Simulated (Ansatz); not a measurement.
The elements of this relaxed trial crystal are hidden behind letters.

```
lattice vectors (Å)
  -2.2550    2.2550   15.8529
   2.2550   -2.2550   15.8529
   2.2550    2.2550  -15.8529
fractional positions
X 0.7969 0.7969 0.0000
X 0.3910 0.3910 0.0000
X 0.0000 0.0000 0.0000
X 0.6090 0.6090 0.0000
X 0.2031 0.2031 0.0000
Z 0.9455 0.4455 0.5000
Z 0.5545 0.0545 0.5000
Q 0.3439 0.8439 0.5000
Q 0.1561 0.6561 0.5000
Q 0.7500 0.2500 0.5000
```

Method: DFT PBE, scalar-relativistic, plane waves, PAW (Ansatz). Cutoff 420 eV, Γ-centred 12×12×12 mesh (10-atom cell), Gaussian smearing of 0.02 eV, no spin polarisation.

```
Space group                                  : I-4m2 (No. 119)
Conventional cell                            : a = 4.510 Å, c = 31.706 Å
Volume per atom                              : 32.24 Å³
Density                                      : 5.43 g/cm³
Energy over the elements                     : −0.555 eV/atom
Gap on the 12×12×12 mesh of the 10-atom cell : 0.37 eV
```

Energies are uncorrected and count from the elements' standard states at the same level.

Task: X is a d-block element of period 5, Z is a p-block element of period 5 and Q is a p-block element of period 4. Which elements are they?

Result: X = Cd, Z = Te, Q = Se, so the formula is Cd5Te2Se3. Density times volume gives a mean mass of 5.43 × 32.24/1.6605 = 105.4 u per atom, and this set has 105.4 u. Cd on a site of symmetry 2mm has 4 Se at 2.70 Å; Te is surrounded by 4 Cd at 2.84 Å; Se on a site of symmetry 2mm is surrounded by 4 Cd at 2.70–2.71 Å; 3 more sites not described. Other sets within the hints have nearly the same mass, so mass alone doesn't settle it; this one was computed.

These runs have no spin–orbit coupling, which can matter for Te. Kohn–Sham gaps at this level usually fall short of measured ones. The missing spin–orbit coupling can work the other way here. Symmetry constrained the relaxation, so the result can be a saddle point.
